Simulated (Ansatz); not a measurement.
Ir:
```yaml
crystal:
  lattice:
    - [0.00000, 1.91503, 1.91503]
    - [1.91503, 0.00000, 1.91503]
    - [1.91503, 1.91503, 0.00000]
  atoms:
    - { symbol: Ir, position: [0.00000, 0.00000, 0.00000] }
```

Relaxed with PBEsol. Special points in fractions of this cell's reciprocal vectors: Γ (0.000, 0.000, 0.000); X (0.500, 0.000, 0.500); U (0.625, 0.250, 0.625); K (0.375, 0.375, 0.750); L (0.500, 0.500, 0.500); W (0.500, 0.250, 0.750).

Task: List the band energies nearest the Fermi level at these points for PBEsol (plane waves, PAW; program Ansatz).

Result: In eV from the Fermi level; about four levels below and three above (degenerate sets whole), none deeper than 8.9 eV; … stands for higher levels left out; points with the same levels are listed once.

```json
[
 {"k": "Γ", "below": "-3.99 -3.99 -3.99", "above": "…"},
 {"k": "X", "below": "-8.07 -7.49", "above": "0.87 1.48 1.48"},
 {"k": "U", "below": "-7.09 -6.12 -2.98 -0.93", "above": "0.58 …"},
 {"k": "L", "below": "-8.26 -4.09 -4.09 -0.88", "above": "…"},
 {"k": "W", "below": "-6.40 -4.99 -4.99 -1.88", "above": "1.48 …"}
]
```

Space group Fm-3m (fcc (Cu type)). The cell was relaxed with PBEsol under the symmetry of its start. The run is not spin-polarised. Scalar-relativistic: spin–orbit coupling is off unless named, which matters more the heavier the elements.

Potentials: the earlier of the program's two PAW sets.
